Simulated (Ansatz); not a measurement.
Theory: Ansatz, DFT PBE, scalar-relativistic, plane waves, PAW. All cells share a 420 eV cutoff and Γ-centred k meshes spaced at most about 0.3 Å⁻¹ (about 0.25 or finer for metals, 2π included). No spin polarisation in the final relaxations.

Temperature and zero-point effects are left out.

Compare these two cells of TaW₂, each relaxed at this level.

A.

```
CELL_PARAMETERS angstrom
4.76827 0.00000 0.00000
-2.38414 4.12944 0.00000
0.00000 0.00000 2.62104
ATOMIC_POSITIONS crystal
Ta 0.00000 0.00000 0.00000
W 0.33333 0.66667 0.50000
W 0.66667 0.33333 0.50000
```

B.

```
CELL_PARAMETERS angstrom
4.76475 0.00000 0.00000
-2.38237 4.12639 0.00000
0.00000 0.00000 5.23663
ATOMIC_POSITIONS crystal
Ta 0.33333 0.66667 0.25000
Ta 0.66667 0.33333 0.75000
W 0.00000 0.00000 0.00000
W 0.00000 0.00000 0.50000
W 0.33333 0.66667 0.75000
W 0.66667 0.33333 0.25000
```

Question: Which is lower in energy, and by how much?

Answer: A is lower, by 30 meV/atom. A has space group P6/mmm (No. 191), 17.2 Å³/atom and no gap on its mesh; B has the Ni2In type, space group P6_3/mmc (No. 194), 17.2 Å³/atom and no gap. Counting all near atoms (those within 1.25 times the shortest distance at each site; a plus sign parts nearer from farther groups; a slash parts the counts of unlike sites), A has Ta 2+12, W 5+6 and B has Ta 5+6, W 5+6/2+12. Even the lower one lies +0.39 eV/atom against the reference forms of the elements (uncorrected), so neither is stable at this level. Both come from invented guesses. A third cell relaxed alike, in P-3m1, lies 62 meV/atom below the lower of the two.

These runs have no spin–orbit coupling, which can matter for Ta and W. Cells relaxed within their symmetry can be saddle points.
